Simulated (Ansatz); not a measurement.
Property card for MgCd3S4

Theory: DFT PBE, scalar-relativistic, plane waves, PAW in Ansatz.

Cutoff 420 eV; k points 10×10×4 on the computed 8-atom cell (Γ-centred); Gaussian smearing, width 0.01 eV; no spin polarisation.

The structure is relaxed at this level of theory with its symmetry kept, and needn't be the ground state of this composition.

```cif
data_structure
_symmetry_space_group_name_H-M 'P4/mmm'
_symmetry_Int_Tables_number 123
_cell_length_a 3.8442
_cell_length_b 3.8442
_cell_length_c 10.8939
_cell_angle_alpha 90.000
_cell_angle_beta 90.000
_cell_angle_gamma 90.000
_cell_volume 160.99
loop_
_atom_site_label
_atom_site_type_symbol
_atom_site_symmetry_multiplicity
_atom_site_Wyckoff_symbol
_atom_site_fract_x
_atom_site_fract_y
_atom_site_fract_z
_atom_site_occupancy
Mg1 Mg 1 a 0.00000 0.00000 0.00000 1
Cd1 Cd 2 h 0.50000 0.50000 0.24737 1
Cd2 Cd 1 b 0.00000 0.00000 0.50000 1
S1 S 2 g 0.00000 0.00000 0.24382 1
S2 S 1 d 0.50000 0.50000 0.50000 1
S3 S 1 c 0.50000 0.50000 0.00000 1
```

Problem. Formation energy from the elements' standard states (uncorrected)?

Solution. -0.738 eV/atom.

Problem. Kohn–Sham band gap?

Solution. 0.25 eV.

Problem. Orbital (Löwdin) character of the top 1 eV of the valence band?

Solution. S 3p 92 %.

Problem. Orbital (Löwdin) character of the lowest 1 eV of the conduction band?

Solution. Cd 5s 71 %, S 3p 13 %, unprojected 7 %.

Problem. Bader charge by site (e)?

Solution. Mg (1 in the cell) 1.66, Cd (2 in the cell) 0.93, Cd (1 in the cell) 0.94, S (2 in the cell) -1.06, S (1 in the cell) -0.93, S (1 in the cell) -1.41.

The cell was found from a structure generator's guess, not taken from experiment. Kohn–Sham gaps at this level usually fall short of measured ones. Löwdin shares on free-atom orbitals overweight diffuse shells in the empty bands.
